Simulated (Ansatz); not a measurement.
The start is a relaxed SnO2 cell, doubled along one cell vector, shaken by Gaussian noise of σ = 0.08 Å a coordinate. A full variable-cell relaxation at zero pressure is run with r2SCAN (plane waves to 500 eV, PAW, scalar-relativistic; Ansatz, an electronic-structure program). The first steps use a coarse 3×5×7 k-mesh.

Initial structure:
```
SnO2
1.0
    9.51701     0.00000     0.00000
    0.00000     4.75851     0.00000
    0.00000     0.00000     3.20013
Sn O
4 8
Direct
  0.00335   0.00510   0.99695
  0.49474   0.00721   0.99523
  0.25141   0.50761   0.53463
  0.74547   0.50066   0.48838
  0.16011   0.33273   0.01494
  0.64370   0.31794   0.99213
  0.40069   0.17318   0.47186
  0.89063   0.19854   0.47915
  0.09965   0.78183   0.46634
  0.61249   0.80201   0.50463
  0.33925   0.69857   0.98244
  0.84232   0.66552   0.97998
```

Task: How large is the pressure on the unrelaxed cell, and of which sign?

Result: +4.6 GPa (positive: the cell is compressed).

Task: Which atoms feel the largest initial force, and how large is it?

Result: 4.29 eV/Å, on O10 (atoms numbered as listed).

Task: By how much does the energy per atom fall from start to end?

Result: 0.14 eV/atom.

Task: Is the parent structure recovered?

Result: The parent structure is recovered, P4₂/mnm (No. 136).

It ends as:

Space group P4₂/mnm (No. 136); a = 4.759 Å, b = 4.759 Å, c = 3.200 Å, α = 90.00°, β = 90.00°, γ = 90.00°

| atom | site | symmetry | x | y | z |
|---|---|---|---|---|---|
| Sn | 2a | m.mm | 0.0000 | 0.0000 | 0.0000 |
| O | 4g | m.2m | 0.1941 | 0.1941 | 0.5000 |

Final values are on a 7×7×10 k-mesh of the relaxed cell. No spin polarisation in the result.
